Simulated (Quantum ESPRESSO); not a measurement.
Cs$_{2}$NaInF$_{6}$ has the cubic space group Fm-3m (No. 225), Pearson symbol cF40. Lattice parameters: a = 8.873 Å, b = 8.873 Å, c = 8.873 Å, α = 90.00°, β = 90.00°, γ = 90.00°. F on 24e is surrounded by 1 In at 2.099 Å and 1 Na at 2.338 Å and 4 Cs at 3.139 Å (octahedral). Na on 4b sees 6 F at 2.338 Å (octahedral). In on 4a has 6 F at 2.099 Å (octahedral). Cs on 8c is coordinated by 12 F at 3.139 Å (cuboctahedral). (Neighbours: up to the widest gap in distance over summed covalent radii, below 1.35, at either atom; cation-cation contacts left out.)
(The calculation used a cell of 10 atoms; values per cell refer to that cell.)

The geometry is that of Materials Project entry mp-13898, symmetrised and not relaxed again.

**Question.** What does LDA (Quantum ESPRESSO, PseudoDojo norm-conserving, 88 Ry, no spin-orbit coupling) give for the electronic structure near the Fermi level?

**Answer.** The LDA gap is indirect, 5.34 eV, from 50 % of the way from K to Γ to Γ; the smallest direct gap is 5.36 eV. Another valence extremum on the path lies within 0.02 eV, too close to call. Spin-orbit splittings are left out.
